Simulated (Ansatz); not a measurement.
Rb₂BrCl as one 4-atom ordering (R-3m) on the rocksalt lattice, relaxed with r2SCAN in Ansatz 0.2.0: it is trigonal, R-3m (No. 166); a = 4.781 Å, c = 23.462 Å in the conventional setting, 38.70 Å³ an atom. Around Cl lie 6 Rb at 3.33 Å; around Br lie 6 Rb at 3.44 Å; around Rb lie 3 Cl at 3.33 Å and 3 Br at 3.44 Å. The primitive cell holds 4 atoms in 154.80 Å³. All values are calculated for a non-magnetic cell, which may be hypothetical.

Computed values: HSE06 (4×4×4) gives a least gap of 5.61 eV, direct. r2SCAN's ε∞ is 2.33.

Q: What is the density?

A: The cell holds 1 Cl, 1 Br, 2 Rb: M = 1×35.450 + 1×79.904 + 2×85.468 = 286.29 u in V = 154.80 Å³. ρ = 1.66054 × M/V = 1.66054 × 286.29/154.80 = 3.071 g/cm³, for the static r2SCAN lattice.

Q: At what wavelength does absorption set in by HSE06, excitons left aside?

A: λ = 1239.84 eV nm/E: 221 nm for the least gap. That lies in the ultraviolet, so by this gap the crystal is transparent to visible light.

Q: What refractive index and reflectivity at normal incidence follow, below the gap and above the phonons?

A: n = √2.33 = 1.526; R = ((n − 1)/(n + 1))² = (0.526/2.526)² = 4.3 % a face.

The runs are scalar-relativistic, without spin-orbit coupling.
